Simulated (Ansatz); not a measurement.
Ga2O3:
```cif
data_Ga8O12
_chemical_formula_sum 'Ga8 O12'
_space_group_name_H-M_alt 'Cmcm'
_space_group_IT_number 63
_space_group_name_Hall '-C 2c 2'
_cell_length_a 2.78912
_cell_length_b 9.27578
_cell_length_c 7.14973
_cell_angle_alpha 90.000
_cell_angle_beta 90.000
_cell_angle_gamma 90.000
loop_
_atom_site_label
_atom_site_type_symbol
_atom_site_symmetry_multiplicity
_atom_site_Wyckoff_symbol
_atom_site_fract_x
_atom_site_fract_y
_atom_site_fract_z
_atom_site_occupancy
Ga1 Ga 4 c 0.00000 0.24837 0.25000 1
Ga2 Ga 4 a 0.00000 0.00000 0.00000 1
O1 O 8 f 0.00000 0.63818 0.07420 1
O2 O 4 c 0.00000 0.10530 0.75000 1
```
(The calculation used a cell of 10 atoms; values per cell refer to that cell.)

Relaxed with PBEsol. PBEsol in the plane-wave PAW code Ansatz gives a gap of 1.48 eV.

**Question.** What gap does HSE06 give on the same cell (Ansatz, PAW)?

**Answer.** 3.23 eV, 1.75 eV more. The hybrid was solved on a coarser mesh and at special points; the gap given is the minimum over both.

```tsv
k	v1 PBEsol	c1 PBEsol	v1 HSE06	c1 HSE06
Γ	-0.05	1.48	-0.05	3.23
Y	-0.47	4.04	-0.46	5.92
T	-0.68	4.47	?	?
Z	-0.88	3.33	-0.79	5.06
S	-0.73	2.99	?	?
R	-0.38	4.09	?	?
Σ0	-0.54	3.14	?	?
A0	-0.40	4.15	-0.44	6.12
```

**Question.** Top valence (v1) and lowest conduction level (c1) in eV from each method's valence maximum (which need not be a listed point): supply the withheld HSE06 values.

**Answer.** 
- Σ0, v1 HSE06: -0.58
- Σ0, c1 HSE06: 5.09
- T, v1 HSE06: -0.68
- T, c1 HSE06: 6.38
- R, v1 HSE06: -0.44
- R, c1 HSE06: 6.06
- S, v1 HSE06: -0.80
- S, c1 HSE06: 4.94

Cost on shared cores: the PBEsol run (SCF on a 10×10×4 mesh, then bands and DOS) roughly 2.7 core-minutes, the HSE06 run (SCF on 6×6×3, then a few points) very roughly 13 core-minutes; the tasks are unlike.

The first step of the workflow began from a Materials Project structure, measured or hypothetical; the Crystallography Open Database copy checked does not list it. It is not the phase usual at ambient conditions (space group No. 12, 167). The PBEsol relaxation kept the symmetry of its start. At this level the phase is mechanically unstable. Spin–orbit coupling is left out wherever it is not named.

Potentials: the earlier of the program's two PAW sets. The files were generated under PBE; for other functionals the program regenerates the frozen cores, and for LDA and PBEsol the local potential too.
